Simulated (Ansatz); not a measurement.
GaP:
```xyz
8
Lattice="6.6556 0.0000 0.0000 0.0000 6.6556 0.0000 0.0000 0.0000 3.8590" Properties=species:S:1:pos:R:3 pbc="T T T"
Ga     2.1582     4.4975     0.0000
Ga     4.4975     2.1582     0.0000
Ga     5.4860     5.4860     1.9295
Ga     1.1696     1.1696     1.9295
P      2.1087     2.1087     0.0000
P      4.5469     4.5469     0.0000
P      1.2191     5.4365     1.9295
P      5.4365     1.2191     1.9295
```

Relaxed with r²SCAN. Independent-particle spectrum: no excitons, no local fields, no scissors shift; 0.1 eV broadening; ε₁ of the summed bands alone.

Problem. Tabulate the dielectric function from the program Ansatz at the r²SCAN level (PAW).

Solution. 

| E (eV) | ε₁ xx | ε₂ xx | ε₁ zz | ε₂ zz |
|---|---|---|---|---|
| 0.0 | 9.27 | 0.00 | 8.76 | 0.00 |
| 0.5 | 9.38 | 0.00 | 8.84 | 0.00 |
| 1.0 | 9.72 | 0.00 | 9.11 | 0.00 |
| 1.5 | 10.40 | 0.00 | 9.61 | 0.00 |
| 2.0 | 11.62 | 0.10 | 10.48 | 0.01 |
| 2.5 | 13.91 | 0.86 | 12.16 | 0.14 |
| 3.0 | 17.42 | 3.05 | 14.77 | 1.09 |
| 3.5 | 21.51 | 14.63 | 19.56 | 5.62 |
| 4.0 | 6.93 | 16.72 | 17.12 | 11.52 |
| 4.5 | 6.53 | 14.55 | 11.34 | 24.83 |
| 5.0 | 0.48 | 16.19 | 0.37 | 20.24 |
| 5.5 | -1.68 | 13.16 | -1.75 | 16.09 |
| 6.0 | -3.01 | 11.96 | -5.78 | 13.67 |
| 6.5 | -5.46 | 8.60 | -7.80 | 9.15 |
| 7.0 | -5.09 | 6.36 | -5.92 | 5.56 |
| 7.5 | -4.69 | 4.69 | -4.70 | 4.32 |
| 8.0 | -3.88 | 3.21 | -3.92 | 3.48 |
| 8.5 | -3.21 | 2.55 | -3.62 | 2.81 |
| 9.0 | -2.45 | 2.28 | -3.13 | 2.22 |
| 9.5 | -2.39 | 2.04 | -2.69 | 1.71 |
| 10.0 | -2.09 | 1.60 | -2.40 | 1.54 |
| 10.5 | -1.89 | 1.40 | -2.04 | 1.02 |
| 11.0 | -1.70 | 1.14 | -1.74 | 0.91 |
| 11.5 | -1.46 | 0.88 | -1.43 | 0.67 |
| 12.0 | -1.16 | 0.68 | -1.15 | 0.61 |

Problem. From ε at 3.6 eV (xx: 18.91 + 18.43i), find n, k, the normal reflectivity and the absorption coefficient.

Solution. n = 4.76, k = 1.936, R = 48 %, α = 2kE/ħc = 710000 cm⁻¹.

With all bands, ε∞ without local fields is 9.33 (xx = yy), 8.82 (zz).

Space group P4_2/mnm. The start of the workflow was typed in or built on a structure type; neither database checked (COD, Materials Project) lists it. It is not the phase usual at ambient conditions (space group No. 216). The r²SCAN relaxation kept the symmetry of its start; its stability against distortions is not shown here. The volume moved by 17 % from the start of the relaxation. Scalar-relativistic: spin–orbit coupling is off unless named, which matters more the heavier the elements.

Potentials: the earlier of the program's two PAW sets. The files were generated under PBE; for other functionals the program regenerates the frozen cores, and for LDA and PBEsol the local potential too.
